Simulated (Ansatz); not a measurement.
A relaxed cell of B₅W is given with its symmetry left out. The cell was found from a structure generator's guess, not taken from experiment.

All numbers below come from DFT PBE, scalar-relativistic, plane waves, PAW (Ansatz). Cutoff 420 eV, Γ-centred mesh, Gaussian smearing, no spin polarisation.

```xyz
6
Lattice="4.3090 0.0000 0.0000 -2.1545 3.7317 0.0000 0.0000 0.0000 5.8265" Properties=species:S:1:pos:R:3 pbc="T T T"
B     2.1545    0.0000    0.0000
B    -1.0772    1.8658    0.0000
B     1.0772    1.8658    0.0000
B     0.0000    0.0000    3.7387
B     0.0000    0.0000    2.0878
W     0.0000    0.0000    0.0000
```

Energies over the elements count from the elements' standard structures at the same level, with no fitted energy shifts.

Q: What space group does it have?

A: P6/mmm (No. 191). Conventional cell: a = 4.309 Å, c = 5.827 Å. B on a site of symmetry mmm is surrounded by 2 W at 2.15 Å and 4 B at 2.15 Å; B on a site of symmetry 6mm is surrounded by 1 B at 1.65 Å and 1 W at 2.09 Å; W has 8 B at 2.09–2.15 Å.

Q: What is its formation energy per atom?

A: +1.19 eV/atom. The separate elements lie lower, so it is unstable against them.

Q: Is it a metal?

A: Yes, bands cross the Fermi level on the 12×12×6 mesh.

The last run used a 12×12×6 mesh (in the run's order of axes) for its 6-atom cell and Gaussian smearing of 0.10 eV. Spin–orbit coupling, which can matter for W, is left out. The cell is a metal run without spin; a magnetic state may lie lower. A structure relaxed within its symmetry needn't be a true minimum. Another cell of B5W relaxed alike, in P6/mmm, lies 0.68 eV/atom lower, so this cell isn't the stable form at this level.
